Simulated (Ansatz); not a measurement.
## LaNiBRh, a known structure type with other elements, at an estimated volume

```
B La Rh Ni
1.0
     3.81025    0.00000    0.00000
     0.00000    3.81025    0.00000
     0.00000    0.00000    7.80438
B La Rh Ni
2 2 2 2
Direct
  0.75000 0.75000 0.44000
  0.25000 0.25000 0.56000
  0.25000 0.25000 0.17000
  0.75000 0.75000 0.83000
  0.75000 0.75000 0.18000
  0.25000 0.25000 0.82000
  0.75000 0.25000 0.50000
  0.25000 0.75000 0.50000
```

Method: PBE, no spin polarisation; PAW, plane waves to 420 eV, 9×9×5 Γ-centred mesh, fermi-dirac occupations (width 0.1 eV) (Ansatz 0.2.0), atoms fixed.

Task: What happens at the Fermi level?

Result: It is a metal, with about 4.3 states/eV a cell as the mean within 0.25 eV of the Fermi level, mostly La d (26 %), Ni d (23 %) and B p (17 %).

Task: Is the cell too large or too small?

Result: The pressure is 24.3 GPa (compression positive), so with the atoms held at these fractions the cell would first expand. The principal stresses 20.3, 26.3, 26.3 GPa differ, so its shape would change too.

Task: Which element gives electrons and which takes them?

Result: Bader charges in e: La +1.16, Ni -0.10, B -0.14, Rh -0.92. In the mean La gives up most and Rh takes most.

Task: Which atom feels the largest force, and which way?

Result: The largest is on La3 (and as large on other atoms): 0.65 eV/Å, components (0.00, 0.00, 0.65). It makes 88° with the line to a nearest neighbour, Rh5 at 2.70 Å.

Origin: a known structure type with other elements, at an estimated volume, so it need not be a known compound. Caveats: no spin polarisation, so a magnetic state may lie lower; atoms or cell far from equilibrium; f levels without a U or exact exchange are poorly placed.
